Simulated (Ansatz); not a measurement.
Is this B₃N structure a true minimum?

The cell was found from a proposed guess, not taken from experiment.

Method: Ansatz, DFT PBE, scalar-relativistic, plane waves, PAW. Plane waves to 420 eV, a k mesh through Γ of 14×14×8 on the computed 4-atom cell and Gaussian smearing (0.10 eV); no spin polarisation.

The cell below (4 atoms, space group P-4m2 (No. 115)) is relaxed within its symmetry.

```
CELL_PARAMETERS angstrom
2.46271 0.00000 0.00000
0.00000 2.46271 0.00000
0.00000 0.00000 4.44611
ATOMIC_POSITIONS crystal
B 0.50000 0.00000 0.70394
B 0.00000 0.00000 0.00000
B 0.00000 0.50000 0.29606
N 0.50000 0.50000 0.50000
```

For the test a repeat of it with 8 atoms (edges 2.46, 2.46, 8.89 Å) was strained at random (σ = 1.5 % a component), the atoms were moved at random (σ = 0.10 Å), and all was relaxed again on a coarse 8×8×4 mesh (in the run’s order of axes) with 0.20 eV smearing, with no symmetry imposed.

**Question.** Is the structure stable against such a distortion?

**Answer.** It returns, within 1 meV/atom of the unmoved cell on that mesh and with the same symmetry when read at 0.1 Å. So it is stable against the distortions that fit this cell and that this random move excites. Modes that don't fit the cell aren't tested.
